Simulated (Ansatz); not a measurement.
C:
```
CELL_PARAMETERS angstrom
      2.60036     0.00000     0.00000
     -1.30018     2.25198     0.00000
      0.00000     0.00000     2.79946
ATOMIC_POSITIONS crystal
  C  0.50000 0.00000 0.00000
  C  0.00000 0.50000 0.66667
  C  0.50000 0.50000 0.33333
```

Cartesian axes are those of the cell as given.

**Question.** Give the proper piezoelectric stress tensor with relaxed ions from the program Ansatz at the r²SCAN level (PAW).

**Answer.** In C/m², rows x, y, z, Voigt columns; mesh uncertainty up to 0.01.
```
 0.00   0.00   0.00   0.14   0.00   0.00
 0.00   0.00   0.00   0.00  -0.14   0.00
 0.00   0.00   0.00   0.00   0.00   0.00
```

The elastic tensor of the same run (GPa):

```
1210  83.4  40.1   0.0   0.0   0.0
83.4  1210  40.1   0.0   0.0   0.0
40.1  40.1  1210   0.0   0.0   0.0
 0.0   0.0   0.0   542   0.0   0.0
 0.0   0.0   0.0   0.0   542   0.0
 0.0   0.0   0.0   0.0   0.0   564
```

**Question.** Convert to strain constants d = e·S.

**Answer.** In pC/N:
```
 0.0   0.0   0.0   0.3   0.0   0.0
 0.0   0.0   0.0   0.0  -0.3   0.0
 0.0   0.0   0.0   0.0   0.0   0.0
```

Space group P6_222. The start of the workflow was typed in or built on a structure type; neither database checked (COD, Materials Project) lists it. It is not the phase usual at ambient conditions (space group No. 194, 227). Symmetry was held in the r²SCAN relaxation; its stability against distortions is not shown here.

Potentials: the later of the program's two PAW sets.
